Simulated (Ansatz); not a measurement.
Values for one crystal, relaxed and computed with the program Ansatz at the r²SCAN level (PAW); other levels are named.

| Quantity | Result |
|---|---|
| Volume per atom | 20.56 Å³ |
| Electronic character | metallic (no gap) |
| Formation energy from the elements (no fitted shifts) | -0.50 eV/atom |
| Density of states at the Fermi level | 0.63 states/eV per atom (mean over ±0.08 eV) |

Task: Pick the material that matches.
A. NbH, Cmme (Nb on 4g, H on 4a)
B. Lu2C, R-3m (Lu on 6c, C on 3b)
C. SiC, rock salt
D. EuGe2Ru2, I4/mmm (Eu on 2a, Ge on 4e, Ru on 4d)

Result: B, Lu2C, R-3m (Lu on 6c, C on 3b)

The workflow started from a Materials Project entry (that database holds measured and hypothetical structures alike); the Crystallography Open Database copy checked does not list it. Its standing as an ambient phase is unchecked. Symmetry was held in the r²SCAN relaxation; whether a distortion lowers the energy is not shown. The references are the lowest solids computed at this level, not always the standard phases. Scalar-relativistic: spin–orbit coupling is off unless named, which matters more the heavier the elements.

Potentials: the later of the program's two PAW sets.
